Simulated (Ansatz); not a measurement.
## Cu vacancy in La2Cu3Ni, calculated

Level of theory: PBEsol, no spin polarisation, scalar-relativistic; Ansatz, plane waves to 420 eV (PAW set soft_2), k-mesh 3×3×3.

The relaxed host crystal (no gap at this level of theory):

```
Cu La Ni
1.0
     3.78058    0.00000    0.00000
     0.00000    4.21243    0.00000
     0.00000    0.00000    7.32088
Cu La Ni
3 2 1
Direct
  0.50000 0.00000 0.83353
  0.50000 0.00000 0.16753
  0.50000 0.50000 0.66429
  0.00000 0.50000 0.01093
  0.00000 0.00000 0.49121
  0.50000 0.50000 0.33250
```

Supercell of 24 atoms, rows of the matrix [[0,-2,0],[0,-1,-1],[2,-1,0]] times the cell vectors; Cu vacancy at (0.500, 0.000, 0.834) in fractions of the cell above. Atoms are relaxed at the host's cell, from a start shaken by 0.05 Å near the defect.

Problem. How does the lattice relax around the defect?

Solution. Distances from the empty Cu site (Å), by shell of the perfect crystal:

```
shell      perfect crystal    relaxed, charge 0
 3 Cu                 2.44  2.47 (2.45 to 2.48)
 6 La  3.12 (3.11 to 3.14)  3.11 (3.09 to 3.13)
```

```json
{"charge": "0", "gap of the cell on the mesh (eV)": "0.00"}
```

Formation energy of the neutral defect: 0.61 eV, taking atoms from and to the elements' standard states (no corrections for gases), so it belongs to those chemical potentials alone.

Relaxed cell at charge 0:

```
La2Cu3Ni V_Cu charge 0
1.0
     0.0000   -8.4249    0.0000
     0.0000   -4.2124   -7.3209
     7.5612   -4.2124    0.0000
Cu La Ni
11 8 4
Direct
  0.2942 0.1634 0.2493
  0.0464 0.1651 0.7431
  0.5396 0.1650 0.7567
  0.4589 0.8330 0.2499
  0.9617 0.8275 0.2499
  0.7069 0.8323 0.7549
  0.2124 0.8323 0.7439
  0.4563 0.3365 0.2492
  0.9589 0.3366 0.2493
  0.7083 0.3345 0.7501
  0.2083 0.3344 0.7500
  0.2535 0.9888 0.9994
  0.7593 0.9888 0.9994
  0.5084 0.9896 0.4999
  0.0027 0.9897 0.4999
  0.7469 0.5074 0.0001
  0.2478 0.5079 0.9975
  0.9955 0.5079 0.5018
  0.4971 0.5074 0.4993
  0.2947 0.6696 0.2500
  0.7864 0.6697 0.2501
  0.5413 0.6690 0.7494
  0.0413 0.6689 0.7494
```

Caveats: a metal with Cr, Mn, Fe, Co or Ni was run without spin, and may be magnetic; small supercell, so energies and levels can be off by tenths of an eV; one random start near the defect, so other minima are possible.
